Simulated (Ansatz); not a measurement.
Question: Write an Ansatz input for a full relaxation of cell and atoms of WP2 with PBEsol (scalar-relativistic), a cutoff of 420 eV (density cutoff 4 times that), a Γ-centred 8×8×4 mesh and Gaussian smearing of 0.05 eV, without spin polarisation. Stop at forces under 0.01 eV/Å and stress under 0.04 GPa, or after 60 steps. Forces, stress and eigenvalues are wanted. The structure:
```
CELL_PARAMETERS angstrom
4.2880958163 -1.5981985348 0.0000000000
4.2880958163 1.5981985348 0.0000000000
-3.6941592320 0.0000000000 6.5649132605
ATOMIC_POSITIONS crystal
P 0.1380000000 0.1380000000 0.0241000000
P 0.8620000000 0.8620000000 0.9759000000
P 0.5988000000 0.5988000000 0.3968000000
P 0.4012000000 0.4012000000 0.6032000000
W 0.8418000000 0.8418000000 0.2935000000
W 0.1582000000 0.1582000000 0.7065000000
```

Answer: 
```yaml
crystal:
  lattice:
    - [4.2880958163, -1.5981985348, 0.0]
    - [4.2880958163, 1.5981985348, 0.0]
    - [-3.694159232, 0.0, 6.5649132605]
  atoms:
    - { symbol: P, position: [0.138, 0.138, 0.0241] }
    - { symbol: P, position: [0.862, 0.862, 0.9759] }
    - { symbol: P, position: [0.5988, 0.5988, 0.3968] }
    - { symbol: P, position: [0.4012, 0.4012, 0.6032] }
    - { symbol: W, position: [0.8418, 0.8418, 0.2935] }
    - { symbol: W, position: [0.1582, 0.1582, 0.7065] }
basis:
  ecutwfc: 420
  ecutrho_ratio: 4
kpoints:
  mp_grid: { grid: [8, 8, 4] }
hamiltonian:
  xc: pbesol
scf:
  occupations: { method: gaussian, width: 0.05 }
output:
  forces: true
  stress: true
  eigenvalues: true
relax:
  f_tol: 0.01
  max_steps: 60
  cell: { stress_tol: 0.04 }
```

Launched as:
```sh
ansatz run input.yaml --threads 8 --pin off --max-ram 12288MiB --backend cpu --events-out ev --progress --plain --runs-dir out
```

Run as written, it has 48 valence electrons, 1715 plane waves at Γ (in the final cell), 4 symmetry operations and 78 irreducible k-points; it took 42 SCF iterations in all. It took roughly 3 core-minutes on a shared host.

The chain of runs began from a cell as deposited in COD, expanded in volume.
